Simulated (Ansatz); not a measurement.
## LiNb2P2O10: field gradients at two levels of theory

Cell: a computed structure from the Materials Project (it need not be an observed phase).

Space group C2/m (No. 12); a = 9.5544, b = 9.2488, c = 4.1480 Å, β = 92.14°.

```csv
site,Wyckoff,site symmetry,x,y,z
Li,2a,2/m,0.0000,0.0000,0.0000
Nb,4i,m,0.7377,0.0000,0.2426
P,4h,2,0.5000,0.7469,0.5000
O6,8j,1,0.4061,0.8425,0.7046
O7,8j,1,0.5935,0.6483,0.7183
O8,4i,m,0.2469,0.0000,0.1940
```

One atom of each set is listed; the run and its k-mesh use a cell of 15 atoms with edges of 6.65, 6.65, 4.15 Å.

First run. All values are calculated (Ansatz; DFT, PBE, plane waves and PAW, scalar-relativistic, 420 eV cutoff, Γ-centred 5×5×8 k-points, Fermi–Dirac smearing 0.05 eV), not measured.

```tsv
site	V_zz (10²¹ V/m²)	η
Li	0.23	0.61
Nb	5.33	0.83
P	1.63	0.13
O6	10.10	0.09
O7	10.32	0.21
O8	1.12	0.41
```

Second run. The same atoms and settings, except that the functional is r2SCAN and the cutoff is 500 eV.

Question: What does the second run give?

Answer: 

```
site   V_zz     η  change of V_zz
  Li   0.24  0.63           +0.01
  Nb   5.92  0.68           +0.59
   P   1.61  0.14           -0.02
  O6  10.25  0.09           +0.15
  O7  10.44  0.21           +0.12
  O8   1.10  0.55           -0.02
```

The largest change of V_zz is on Nb, from 5.33 to 5.92. In per cent, |V_zz| changes by +11 on Nb, +1 on O (all sites that start above 2). Where |V_zz| stays above 0.1, η moves most on Nb, from 0.83 to 0.68.

The run finds no gap above 0.1 eV (a metal, or nearly one), so the gradients can move by 10 % or more with the k-mesh. Without spin–orbit coupling (the program notes it for Nb) the gradients can shift somewhat, as the gap is small. Semilocal functionals can leave a metal where correlation in the d or f shell opens a gap in the real compound, and that would change the values at and beside Nb. With these PAW files V_zz is typically within 2 to 3 % of all-electron values, but misses above 10 % occur on Li.
For the first run: The largest force is 0.5 eV/Å, so the atoms aren't at the calculated equilibrium and relaxing them would move these values. A computed database structure should lie near equilibrium, so this entry is doubtful.
For the second run: At this cell the r2SCAN pressure is -7 GPa, so with r2SCAN the cell would shrink if it were relaxed. The entry's cell may itself be off. The largest force is 0.7 eV/Å, so the atoms aren't at the calculated equilibrium and relaxing them would move these values.
